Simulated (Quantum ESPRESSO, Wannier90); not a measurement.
**Wannier functions of ZnS (wurtzite)**

```
begin unit_cell_cart
ang
    3.8057997914    0.0000000000    0.0000000000
   -1.9028998957    3.2959193011    0.0000000000
    0.0000000000    0.0000000000    6.2379800000
end unit_cell_cart
begin atoms_frac
Zn   0.3333333333 -0.3333333333  0.0001400000
Zn  -0.3333333333  0.3333333333 -0.4998600000
S    0.3333333333 -0.3333333333  0.3748600000
S   -0.3333333333  0.3333333333 -0.1251400000
end atoms_frac
```

Materials Project entry mp-560588; symmetrised, unrelaxed at this level. COD (Crystallography Open Database) has the formula in 4 space groups, this one among them (matched by group alone). Level: PBEsol, no spin polarisation, no spin-orbit coupling; pw.x of Quantum ESPRESSO at 68 Ry with PseudoDojo potentials, 12×12×4 k-points, Wannier90. Density: 12×12×6 mesh, cold smearing 0.01 Ry.

Bands 11-26 form an isolated set from -6.42 to 0.00 eV relative to the valence-band maximum (on the path) and are turned into 16 Wannier functions by minimising the spread from the start: atomic waves S 3p, Zn 3d.

Centres (Cartesian, Å; one of the equivalent choices) and spreads:

```json
[
 {"n": "1", "x": "1.903", "y": "-1.099", "z": "-0.014", "spread (Å²)": "0.473", "nearest atom": "Zn1"},
 {"n": "2", "x": "1.903", "y": "-1.105", "z": "0.017", "spread (Å²)": "0.423", "nearest atom": "Zn1"},
 {"n": "3", "x": "1.903", "y": "-1.092", "z": "0.017", "spread (Å²)": "0.423", "nearest atom": "Zn1"},
 {"n": "4", "x": "1.903", "y": "-1.115", "z": "-0.008", "spread (Å²)": "0.450", "nearest atom": "Zn1"},
 {"n": "5", "x": "1.903", "y": "-1.082", "z": "-0.008", "spread (Å²)": "0.450", "nearest atom": "Zn1"},
 {"n": "6", "x": "-1.903", "y": "1.099", "z": "-3.133", "spread (Å²)": "0.473", "nearest atom": "Zn2"},
 {"n": "7", "x": "-1.903", "y": "1.105", "z": "-3.102", "spread (Å²)": "0.423", "nearest atom": "Zn2"},
 {"n": "8", "x": "-1.903", "y": "1.092", "z": "-3.102", "spread (Å²)": "0.423", "nearest atom": "Zn2"},
 {"n": "9", "x": "-1.903", "y": "1.115", "z": "-3.127", "spread (Å²)": "0.450", "nearest atom": "Zn2"},
 {"n": "10", "x": "-1.903", "y": "1.082", "z": "-3.127", "spread (Å²)": "0.450", "nearest atom": "Zn2"},
 {"n": "11", "x": "1.903", "y": "-1.121", "z": "2.143", "spread (Å²)": "2.110", "nearest atom": "S3"},
 {"n": "12", "x": "1.903", "y": "-1.238", "z": "2.440", "spread (Å²)": "2.141", "nearest atom": "S3"},
 {"n": "13", "x": "1.903", "y": "-0.935", "z": "2.436", "spread (Å²)": "2.135", "nearest atom": "S3"},
 {"n": "14", "x": "-1.903", "y": "1.121", "z": "-0.976", "spread (Å²)": "2.110", "nearest atom": "S4"},
 {"n": "15", "x": "-1.903", "y": "1.238", "z": "-0.679", "spread (Å²)": "2.141", "nearest atom": "S4"},
 {"n": "16", "x": "-1.903", "y": "0.935", "z": "-0.683", "spread (Å²)": "2.135", "nearest atom": "S4"}
]
```

Ω_I = 16.59 Å², Ω_total = 17.21 Å²; the interpolated bands follow pw.x to 1.8 meV rms on the path. Only this start was tried; a symmetric start can stop on a saddle, and mixtures of these functions could lower the total by at most Ω_total − Ω_I.
